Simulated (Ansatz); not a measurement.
Values for one crystal, relaxed and computed with DFT-LDA in the program Ansatz with PAW potentials; other levels are named.

- Volume per atom = 12.70 Å³
- Electronic character = metallic (no gap)
- Bulk modulus (Birch–Murnaghan fit) = 206 GPa
- Formation energy from the elements (no fitted shifts) = -7.4 kJ/mol-atom
- Pressure derivative B′ = 5.2
- Density of states at the Fermi level = 0.46 states/eV per atom (mean over ±0.08 eV)
- Highest zone-centre frequency = 267 cm⁻¹

**Question.** Pick the material that matches.
A. CuPd, R-3m (Cu on 3a, Pd on 3b)
B. InPd, CsCl type
C. YPd3, Cu3Au type
D. ZrCu, CsCl type

**Answer.** A, CuPd, R-3m (Cu on 3a, Pd on 3b)

The workflow started from a Materials Project entry (that database holds measured and hypothetical structures alike); the Crystallography Open Database copy checked does not list it. COD files the formula under space group No. 221. With Cu and Pd taken as one species the cell has the higher symmetry Fm-3m, so it may be an ordered model of a mixed-site phase. Its standing as an ambient phase is unchecked. The LDA relaxation kept the symmetry of its start; its stability against distortions is not shown here. No spin polarisation was allowed. As this level gives no gap, phonon frequencies hold no LO–TO term and depend on the k-mesh and smearing (Fermi–Dirac, 0.1 eV here). The references are the lowest solids computed at this level, not always the standard phases. Spin–orbit coupling is left out wherever it is not named.

Potentials: the later of the program's two PAW sets.
